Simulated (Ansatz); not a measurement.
Each is relaxed and computed with PBEsol (plane waves, PAW; program Ansatz). Which is the only metal?
A. SiO2, P4_12_12 (Si on 4a, O on 8b)
B. Nb3Si, I-4 (Nb on 8g, Nb on 8g, Nb on 8g, Si on 8g)
C. FeSi2, Cmce (Fe on 8f, Fe on 8d, Si on 16g, Si on 16g)
D. SiC, Pnma (Si on 4c, C on 4c)

B, Nb3Si, I-4 (Nb on 8g, Nb on 8g, Nb on 8g, Si on 8g). Nb3Si: metal; SiC: gap 2.49 eV (indirect); FeSi2: gap 0.74 eV (indirect); SiO2: gap 5.57 eV (direct). Typed or built starts, not in the databases checked: SiC, Pnma (Si on 4c, C on 4c). Not the usual ambient phase: SiC, Pnma (Si on 4c, C on 4c). Standing as an ambient phase not checked: Nb3Si, I-4 (Nb on 8g, Nb on 8g, Nb on 8g, Si on 8g); FeSi2, Cmce (Fe on 8f, Fe on 8d, Si on 16g, Si on 16g). All cells were relaxed under the symmetry of their starts (and spin orders); stability against distortions was not tested throughout. Rows with no word on spin ran without spin polarisation. Spin–orbit coupling is left out wherever it is not named.

Potentials: the later of the program's two PAW sets.
